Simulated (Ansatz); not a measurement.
Relaxed candidate structures of Ba:

A. Fd-3m, origin choice 1 (No. 227), cF8, diamond type; a = b = c = 7.569 Å, α = β = γ = 90.00°; Ba 8a (0.000, 0.000, 0.000)

B. Fm-3m (No. 225), cF12; a = b = c = 9.8800 Å, α = β = γ = 90.00°; Ba 8c (0.250, 0.250, 0.250); Ba 4b (0.500, 0.500, 0.500)

C. P6/mmm (No. 191), hP3; a = b = 8.2226 Å, c = 3.9791 Å, α = β = 90.00°, γ = 120.00°; Ba 3g (0.500, 0.500, 0.500)

D. Im-3m (No. 229), cI2, bcc (W type); a = b = c = 5.0692 Å, α = β = γ = 90.00°; Ba 2a (0.000, 0.000, 0.000)

E. R-3m, hexagonal axes (No. 166), hR4; a = b = 14.748 Å, c = 4.200 Å, α = β = 90.00°, γ = 120.00°; Ba 9e (0.000, 0.500, 0.000); Ba 3b (0.000, 0.000, 0.500)

F. Pm-3n (No. 223), cP8; a = 8.115 Å, b = 8.115 Å, c = 8.115 Å, α = 90.00°, β = 90.00°, γ = 90.00°; Ba 6c (0.000, 0.500, 0.250); Ba 2a (0.000, 0.000, 0.000)

Put the candidates in order of energy per atom, lowest first, for r2SCAN (plane waves to 500 eV, PAW, scalar-relativistic; Ansatz, an electronic-structure program).

D (reference, the lowest of the structures calculated here), F (+0.05 eV/atom), E (+0.09 eV/atom), C (+0.49 eV/atom), B (+0.51 eV/atom), A (+0.86 eV/atom)

Probably no minimum, since a slightly shaken restart fell lower: Fd-3m, cF8, diamond type (by 0.86 eV/atom, to I4/mmm). 2 runs with a doubtful electronic state, a coarser numerical grid, an end not at rest or a source that can't be used are left out. Each run could gain symmetry but not lose that of its start, so entries can be saddle points. From databases, or of a type measured for this composition: Im-3m, cI2, bcc (W type); the others are generated cells (placed on structure types, drawn at random, substituted or restacked) that were not matched to a known phase here. Energies are at zero temperature and pressure, without zero-point motion. No spin polarisation in the result.
